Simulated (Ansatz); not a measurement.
**Cu3Pd: stiffness from a series of strains**

```
CELL_PARAMETERS angstrom
3.69700 0.00000 0.00000
0.00000 3.69700 0.00000
0.00000 0.00000 3.65900
ATOMIC_POSITIONS crystal
Cu 0.00000 0.50000 0.50000
Cu 0.50000 0.00000 0.50000
Cu 0.50000 0.50000 0.00000
Pd 0.00000 0.00000 0.00000
```

Atoms are numbered in the order listed.

The geometry is COD entry 1525112, unchecked; take it as a test cell.

Spin polarisation is left out, and whether a magnetic state lies lower isn't shown here.

The calculation used Ansatz 0.2.0, DFT, PBEsol, all-electron LAPW, scalar-relativistic.

Numerical set-up: a Γ-centred 11×11×11 k mesh, Fermi–Dirac smearing of 0.05 eV, basis error target 1 meV/atom, no spin polarisation.

The strain is applied along the Cartesian axes of the cell as listed (the other components stay zero). Fractional coordinates are held (clamped ions).

σ is the change of stress from the unstrained cell, which is at -4.02 GPa; tension is positive, so slopes are stress–strain coefficients at that pressure. In a metal the k mesh adds noise.

Only quantities that a quadratic follows smoothly over the whole series are listed; rougher ones are left out.

```csv
εzz,σzz (GPa),σxx (GPa)
-0.0200,-4.11,-3.00
0.0000,0.00,0.00
0.0100,1.90,1.33
0.0200,3.71,2.55
```

(1) Fit the series and read off the stiffness at zero strain.

(2) One run, at εzz = -0.0100, is withheld. Predict its row.

## Answers

(1) Least-squares fits y = p0 + p1 x + p2 x² to the rows give σzz (GPa): p1 = 195, p2 = -500; σxx (GPa): p1 = 139, p2 = -560. So C33 = 195 GPa and C13 = 139 GPa, for these axes.

(2) The fits give -2.01, -1.44; the run gave -2.01, -1.44.
